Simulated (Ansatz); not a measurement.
Relaxed-ion elastic tensor of WC (rock salt, Fm-3m) in GPa (Voigt order), the program Ansatz at the r²SCAN level (PAW); density 15.64 g/cm³, 10.40 Å³ per atom.

```
769  189  189  0.0  0.0  0.0
189  769  189  0.0  0.0  0.0
189  189  769  0.0  0.0  0.0
0.0  0.0  0.0  129  0.0  0.0
0.0  0.0  0.0  0.0  129  0.0
0.0  0.0  0.0  0.0  0.0  129
```

Question: Is the crystal mechanically stable?

Answer: Yes: the smallest eigenvalue of C is 129 GPa.

Question: Work out the Voigt, Reuss and Hill averages.

Answer: K_V = 382, K_R = 382, K_H = 382; G_V = 194, G_R = 166, G_H = 180 GPa.

Question: Give Young's modulus, Poisson's ratio, Pugh's ratio and the universal anisotropy index.

Answer: E = 9KG/(3K + G) = 467 GPa; ν = 0.30; K/G = 2.12 (ductile by the Pugh limit of 1.75); A_U = 5G_V/G_R + K_V/K_R − 6 = 0.83.

Question: Estimate the sound speeds and the Debye temperature.

Answer: v_l = √((K + 4G/3)/ρ) = 6310 m/s, v_t = √(G/ρ) = 3390 m/s, mean 3790 m/s; Θ = (h/k)(3n/4πV)^(1/3) v_m = 517 K.

Question: Give the Zener ratio and Young's modulus along [100], [110] and [111].

Answer: A = 2C44/(C11 − C12) = 0.45; 1/E = S11 − 2(S11 − S12 − S44/2)Γ with Γ = 0, 1/4, 1/3 gives 695, 398, 349 GPa.

Question: Solve the Christoffel equation for the three sound speeds along [100], [110], [111].

Answer: Eigenvalues of C_ijkl n_j n_l equal ρv². In km/s, slowest first: [100] 2.88, 2.88, 7.01; [110] 2.88, 4.31, 6.24; [111] 3.89, 3.89, 5.96.

The first step of the workflow began from a Materials Project structure, measured or hypothetical; the Crystallography Open Database copy checked does not list it. It is not the phase usual at ambient conditions (space group No. 187). Symmetry was held in the r²SCAN relaxation; whether a distortion lowers the energy is not shown. The run is not spin-polarised. Its formation energy is positive at this level, so the cell may be metastable or incomplete. As this level gives no gap, shear constants depend on the k-mesh and smearing (Fermi–Dirac, 0.1 eV here). Scalar-relativistic: spin–orbit coupling is off unless named, which matters more the heavier the elements.

Potentials: the earlier of the program's two PAW sets.
